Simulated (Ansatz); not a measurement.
VN:
Space group P6₃/mmc (No. 194); a = b = 2.697 Å, c = 5.222 Å, α = β = 90.00°, γ = 120.00°

```tsv
atom	site	symmetry	x	y	z
V	2a	-3m.	0.0000	0.0000	0.0000
N	2c	-6m2	0.3333	0.6667	0.2500
```

Relaxed at zero pressure with DFT-LDA in the program Ansatz with PAW potentials.

Task: The volume is raised by 6 % and shape and atoms relax at that volume. What pressure results, and how do the axes share the change?

Result: -18.9 GPa; a 2.3 %, b 2.3 %, c 1.3 %; the energy rises by 31 meV/atom.

Task: Give the new structure.

Result: 
Space group P6₃/mmc (No. 194); a = b = 2.7594 Å, c = 5.2882 Å, α = β = 90.00°, γ = 120.00°

| atom | site | symmetry | x | y | z |
|---|---|---|---|---|---|
| V | 2a | -3m. | 0.0000 | 0.0000 | 0.0000 |
| N | 2c | -6m2 | 0.3333 | 0.6667 | 0.2500 |

The phase is kept; no other phase was compared at this pressure.

Space group P6_3/mmc (NiAs type). The workflow started from a Materials Project entry (that database holds measured and hypothetical structures alike); the Crystallography Open Database copy checked does not list it. It is not the phase usual at ambient conditions (space group No. 225). The cell was relaxed with LDA under the symmetry of its start; of distortions, only those at the zone centre were tested. The run is not spin-polarised.

Potentials: the later of the program's two PAW sets.
